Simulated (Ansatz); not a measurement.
Run on TaCo3 (Pm-3m) — total moment held at 1.2 μB

These are results of DFT, LDA, all-electron PAW with datasets made for the crystal, scalar-relativistic (Ansatz 0.2.0), not measurements.

Command: `ansatz run input.yaml --threads 2 --pin off --max-ram 6144MiB --backend cpu --events-out ev --progress --plain --runs-dir out`

```yaml
crystal:
  lattice:
    - [3.67, 0.0, 0.0]
    - [0.0, 3.67, 0.0]
    - [0.0, 0.0, 3.67]
  atoms:
    - { symbol: Ta, position: [0.0, 0.0, 0.0] }
    - { symbol: Co, position: [0.0, 0.5, 0.5], spin: 0.4 }
    - { symbol: Co, position: [0.5, 0.0, 0.5], spin: 0.4 }
    - { symbol: Co, position: [0.5, 0.5, 0.0], spin: 0.4 }
magnetization:
  spin_polarized: true
  initial_magnetization: 1.2
  spin_locking: { lock_magnetization: hard }
kpoints:
  mp_grid: { grid: [9, 9, 9] }
scf:
  occupations: { method: fermi_dirac, width: 0.08 }
  lower_state_search: "off"
hamiltonian:
  xc: lda
  pseudopotentials: { kind: all_electron, datasets: crystal }
output:
  forces: true
  stress: true
  eigenvalues: false
```

Log:

```
settings of this run that can trade accuracy for cost: output.eigenvalues: false. Do not mix this run's numbers with those of runs without the same settings; the input reference describes each key
hamiltonian.pseudopotentials.datasets: crystal makes datasets for this crystal and solves the spheres of its atoms anew in each pass: cutoff 420.0 eV, the density's 1680.0 eV; for an error of 0.50 meV an atom under PBE, 2.0 meV for the cell; an energy difference from a run of another recipe may be off by several times the error for the cell, under r2SCAN by more, where some 0.1 meV an atom stays a …
Engine: ansatz 0.2.0
Pseudopotentials: kind: all_electron
Pseudopotential: Ta, paw, valence charge 27, recommended cutoff 420 eV (normal), crystal/all_electron/lda/scalar/gaussian/Ta, Koelling and Harmon's equation, gaussian nucleus
Pseudopotential: Co, paw, valence charge 17, recommended cutoff 420 eV (normal), crystal/all_electron/lda/scalar/gaussian/Co, Koelling and Harmon's equation, gaussian nucleus
Functional definition: SPW92
  exchange = slater_x
  correlation = pw_c
Crystal: 4 atoms, lattice volume = 49.431 Å³
Basis set: ecut = 420 eV, 949 PW (Γ)
Bands: 48, of which v1, the nominal top of the filled ones, is band 39 counted from 1 (38 counted from 0)
Symmetry: 48 space group operations
Space group: Pm-3m (ITA 221), of the structure as read, at distance tolerance 3.7e-5 Å
Magnetic group: BNS 221.92 (UNI 1594), of the structure as read, at distance tolerance 3.7e-5 Å
k-points: 35 of 729
Non-local potential: Ta, projectors of the file, l = 0: 2, l = 1: 2, l = 2: 1, l = 3: 2
Non-local potential: Co, projectors of the file, l = 0: 2, l = 1: 2, l = 2: 2
PAW form: soft (Blöchl's): semilocal exchange-correlation on the pseudo side does not see the compensation charge
PAW one-centre angular grid: Ta, 590 points (default); XC on its mesh's 1823 points in the sphere
PAW one-centre angular grid: Co, 590 points (default); XC on its mesh's 1891 points in the sphere
Initial density: superposition of atomic densities (chi_scale 0.1, normalization cell)
Starting moments: Σ|m| = 1.2 μB on 3 of 4 sites
Initial wavefunctions: pseudopotential atomic-orbital guess
Functional: x = slater, c = lda
iter 1 solved again at ethr=3.31e-2 eV; its pass at ethr=1.00e-1 eV (dr2=2.59e1 eV) is discarded
SCF iter   1: F=—  HF=-537889.092645 eV  |F-HF|=—  |Δ(HF+E_count)|=         —  Δρ=1.34e-1 (↑1.25e-1 ↓1.34e-1)  dr2=2.71e1  dr2_m=1.32e-2  M=1.200 μB ∫|m|=1.336 μB  β_m=0.30  ethr=3.31e-2  ⟨swp⟩=2.0  Hψ=15991  notcnv=0
preconditioner: auto → Kerker (q_TF=auto, 2.944 Å⁻¹)  [metal: Δε(μ)=0.022 eV  Ē_g=13.977 eV  σ=0.080 eV  W_gap=0.07  n_scr=18 (ndim 8)  ℏωp=38.1 eV  f_vac=0.000  D(μ)=3.85/eV (n_scr^D=32)]
spin=Collinear: Kerker preconditioning applied to the charge; magnetization (m = ρ↑ − ρ↓) channel mixes plain (no charge-response kernel on spin).
SCF iter   2: F=—  HF=-537885.980388 eV  |F-HF|=—  |Δ(HF+E_count)|=    3.11e0  Δρ=4.31e-2 (↑4.31e-2 ↓3.83e-2)  dr2=6.30e0  dr2_m=1.56e-2  M=1.200 μB ∫|m|=1.370 μB  β_m=0.27  ethr=3.31e-2  ⟨swp⟩=3.0  Hψ=7653  notcnv=0
SCF iter   3: F=—  HF=-537884.667647 eV  |F-HF|=—  |Δ(HF+E_count)|=    1.31e0  Δρ=4.66e-2 (↑3.96e-2 ↓4.66e-2)  dr2=3.19e0  dr2_m=1.12e-2  M=1.200 μB ∫|m|=1.412 μB  β_m=0.45  ethr=8.08e-3  ⟨swp⟩=3.0  Hψ=7111  notcnv=0  defer=1
SCF iter   4: F=—  HF=-537883.535388 eV  |F-HF|=—  |Δ(HF+E_count)|=    1.13e0  Δρ=1.37e-2 (↑1.37e-2 ↓1.05e-2)  dr2=4.83e-1  dr2_m=4.44e-3  M=1.200 μB ∫|m|=1.539 μB  β_m=0.46  ethr=4.10e-3  ⟨swp⟩=3.1  Hψ=7590  notcnv=0  defer=2
SCF iter   5: F=—  HF=-537883.489612 eV  |F-HF|=—  |Δ(HF+E_count)|=   4.58e-2  Δρ=8.85e-3 (↑8.85e-3 ↓5.47e-3)  dr2=1.22e-1  dr2_m=2.13e-3  M=1.200 μB ∫|m|=1.584 μB  β_m=0.73  ethr=6.19e-4  ⟨swp⟩=3.1  Hψ=7739  notcnv=0
iter 6 solved again at ethr=3.14e-6 eV; its pass at ethr=1.56e-4 eV (dr2=2.45e-3 eV) is discarded
SCF iter   6: F=—  HF=-537883.540036 eV  |F-HF|=—  |Δ(HF+E_count)|=   5.04e-2  Δρ=1.98e-3 (↑1.09e-3 ↓1.98e-3)  dr2=2.46e-3  dr2_m=3.39e-4  M=1.200 μB ∫|m|=1.632 μB  β_m=0.73  ethr=3.14e-6  ⟨swp⟩=2.5  Hψ=13119  notcnv=0
SCF iter   7: F=—  HF=-537883.540539 eV  |F-HF|=—  |Δ(HF+E_count)|=   5.03e-4  Δρ=2.71e-3 (↑2.71e-3 ↓1.74e-3)  dr2=8.81e-3  dr2_m=1.14e-4  M=1.200 μB ∫|m|=1.650 μB  β_m=0.83  ethr=3.14e-6  ⟨swp⟩=3.1  Hψ=8337  notcnv=0
SCF iter   8: F=—  HF=-537883.539377 eV  |F-HF|=—  |Δ(HF+E_count)|=   1.16e-3  Δρ=4.91e-4 (↑4.91e-4 ↓1.34e-4)  dr2=1.60e-4  dr2_m=1.96e-5  M=1.200 μB ∫|m|=1.659 μB  β_m=0.91  ethr=3.14e-6  ⟨swp⟩=3.0  Hψ=7093  notcnv=0
SCF iter   9: F=—  HF=-537883.539393 eV  |F-HF|=—  |Δ(HF+E_count)|=   1.62e-5  Δρ=9.58e-5 (↑9.08e-5 ↓9.58e-5)  dr2=6.68e-6  dr2_m=2.14e-6  M=1.200 μB ∫|m|=1.664 μB  β_m=0.91  ethr=2.05e-7  ⟨swp⟩=2.5  Hψ=7123  notcnv=0
SCF iter  10: F=—  HF=-537883.539392 eV  |F-HF|=—  |Δ(HF+E_count)|=   1.78e-6  Δρ=7.04e-5 (↑3.00e-5 ↓7.04e-5)  dr2=3.42e-6  dr2_m=2.43e-7  M=1.200 μB ∫|m|=1.666 μB  β_m=0.91  ethr=8.57e-9  ⟨swp⟩=3.1  Hψ=7736  notcnv=0
SCF iter  11: F=—  HF=-537883.539393 eV  |F-HF|=—  |Δ(HF+E_count)|=   1.24e-6  Δρ=7.73e-5 (↑5.84e-5 ↓7.73e-5)  dr2=9.06e-6  dr2_m=4.91e-8  M=1.200 μB ∫|m|=1.666 μB  β_m=0.95  ethr=4.39e-9  ⟨swp⟩=2.5  Hψ=6231  notcnv=0
SCF iter  12: F=—  HF=-537883.539392 eV  |F-HF|=—  |Δ(HF+E_count)|=   8.91e-7  Δρ=1.97e-5 (↑1.85e-5 ↓1.97e-5)  dr2=7.93e-7  dr2_m=5.31e-10  M=1.200 μB ∫|m|=1.666 μB  β_m=0.88  ethr=4.39e-9  ⟨swp⟩=2.5  Hψ=6213  notcnv=0
SCF iter  13: F=—  HF=-537883.539392 eV  |F-HF|=—  |Δ(HF+E_count)|=   4.99e-8  Δρ=1.43e-5 (↑1.43e-5 ↓1.32e-5)  dr2=4.17e-7  dr2_m=1.65e-10  M=1.200 μB ∫|m|=1.667 μB  β_m=0.87  ethr=1.02e-9  ⟨swp⟩=3.0  Hψ=6938  notcnv=0
SCF iter  14: F=-537883.539392 eV  HF=-537883.539392 eV  |F-HF|=9.50e-8  |Δ(HF+E_count)|=   2.40e-8  Δρ=6.72e-6 (↑6.72e-6 ↓6.22e-6)  dr2=8.99e-8  dr2_m=3.43e-11  M=1.200 μB ∫|m|=1.667 μB  ethr=5.34e-10  ⟨swp⟩=2.0  Hψ=6145  notcnv=0
SCF 1 converged in 14 iterations: F = -537883.539392 eV  dr2 = 8.99e-8
  Residual-converged pass: ⟨swp⟩=3.1  Hψ=5630  notcnv=0  max |occ|·‖R‖ = 6.6e-6 eV (tolerance 6.7e-6 eV)  dr2=8.84e-8  dr2_m=3.47e-11  dr2_onsite=4.44e-8  max |Δocc| = 1.8e-9
  greatest PAW one-centre occupation: 1.005 electrons in one spin orbital (limit 2), on the Co atom at site 2 (counted from 0), in its partial waves of l = 0
SCF converged after 14 iterations
Stability checked in part: among states of this total moment the steps that led to this state did not find it unstable. No probe was made; neither looks for a lower state of another moment (fixed_total_moment; see scf.lower_state_search)
Magnetization: 1.2000 μB (39.6000 up, 38.4000 down)
Absolute magnetization: 1.6665 μB (∫|ρ↑−ρ↓|)
Spin contamination: -0.2197 ħ² per cell (⟨S²⟩ above its minimum at these occupations)
Per-site moments (μB) at R_I (Å): [(-0.113271958088438, 1.0704712783687846), (0.4747522503600902, 1.0704712783687846), (0.47475225036009056, 1.0704712783687846), (0.47475225036008983, 1.0704712783687846)]
Free energy (F): -537883.539392 eV
Harris-Foulkes:  -537883.539392 eV  (|F-HF|=9.50e-8)
Internal energy: -537883.441131 eV  (E = F + TS)
E sigma→0 (E₀):  -537883.490262 eV
Entropy (-TS):   -0.098261 eV (-24.565 meV/atom)
Past the cutoff: the bands carry plane waves up to 1.75 times it, of which those up to 1.5 times it add -0.000473 eV an atom, each by itself; the spheres take 0.000624 eV an atom off the energy for waves past 1.75 times it
By the cutoff:   a pressure is off by up to 0.014 GPa (1.2 times the spheres' own share and the shells' term, over an atom's volume, and 0.004 GPa: a bound that held against runs at twice the plane waves)
Past the cutoffs: a stress includes 0.0076 GPa for waves and charges beyond them, in addition to the slope of what the spheres take
In the spheres:  the bands' charges fall short by 1.0e-6 e at most (sound up to 1e-3)
Fermi energy:    21.220891 (↑ 21.249793, ↓ 21.191989) eV
--- Per-component energies (eV) ---
  E_band       = -631.291994
  E_kinetic    = 755.378933
  E_local      = -7999.516542  (includes V_loc(G=0)·N_el)
  E_nonlocal   = -4595.492115
  E_hartree    = 4289.568149
  E_xc         = -228.527854
  E_vxc        = -298.535521  (∫ρ·V_xc dr)
  E_paw        = -549565.937032  (= ΣΔE_a)
  E_vpaw       = -30545.880321  (= ΣTr[D̂ρ^β])
  E_ewald      = -14012.548894
  E_smearing   = -0.098261  (= −TS)
  E_closure    = 33473.634224  (closes the sum)
  Σ components = -537883.539392   (vs F -537883.539392, Δ=0.00e0)
  The terms above E_closure are by the made datasets' own strengths, without shells solved beside the bands.
--- Forces (eV/Å), atoms counted from 1 ---
  atom   1  Ta    -0.00000000     0.00000000    -0.00000000
  atom   2  Co    -0.00000000     0.00000000    -0.00000000
  atom   3  Co    -0.00000000     0.00000000    -0.00000000
  atom   4  Co    -0.00000000     0.00000000    -0.00000000
  max |Σ_I F_I| component: 2.07e-27 eV/Å
--- Stress (GPa, compression-positive) ---
      -21.282587      -0.000000       0.000000
       -0.000000     -21.282587       0.000000
        0.000000       0.000000     -21.282587
  P = ⅓ Tr σ = -21.2826 GPa (-212.826 kbar)
settings of this run that can trade accuracy for cost: output.eigenvalues: false. Do not mix this run's numbers with those of runs without the same settings; the input reference describes each key
```

Site moments (μB): Ta1 -0.11, Co2 0.47, Co3 0.47, Co4 0.47. Cell moment 1.20 μB.

The magnetic group in the log treats spin as a scalar label, without spin–orbit coupling.

The Ansatz runs typed with the search for lower states off end where their start leads. Spin–orbit coupling is left out although heavy atoms are present. None of this fixes the real material's magnetic order: only patterns that fit the cell were computed, without spin fluctuations and on one mesh and smearing, with a functional that can overstate moments.

It took 26 s on 2 threads of Arm Neoverse V2, on a shared host, peak memory 1.1 GiB.
